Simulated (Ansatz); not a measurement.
Y₂SiO₅ in space group C2/c (No. 15; Pearson symbol mS64), r²SCAN (plane waves, PAW; program Ansatz), all energies at zero smearing, with the estimated change up to a 700 eV cutoff added, with one set of potentials and settings (totals compare only within such a set). Cell of 32 atoms (8 Y, 4 Si, 20 O): -44870.990 eV.

```tsv
element	reference phase	E (eV/atom)
Y	P6_3/mmc, 2 atoms in the cell	-3859.7073
Si	Fd-3m, 2 atoms in the cell	-639.0667
O	C2/m, 4 atoms in the cell, spin-polarised	-566.0281
```

Formation energy per atom, worked out: (-44870.990 − 8×(-3859.7073) − 4×(-639.0667) − 20×(-566.0281))/32 = -3.641 eV/atom (-351 kJ per mol of atoms), at 0 K, without zero-point energy or fitted corrections.

The first step of the workflow began from a Materials Project structure, measured or hypothetical; the Crystallography Open Database files this formula in space group No. 15, but the cells were not matched. Its standing as an ambient phase is unchecked. The r²SCAN relaxation kept the symmetry of its start; whether a distortion lowers the energy is not shown. No spin polarisation was allowed. The references are the lowest solids computed at this level, not always the standard phases (solids in place of the gases).

Potentials: the later of the program's two PAW sets.
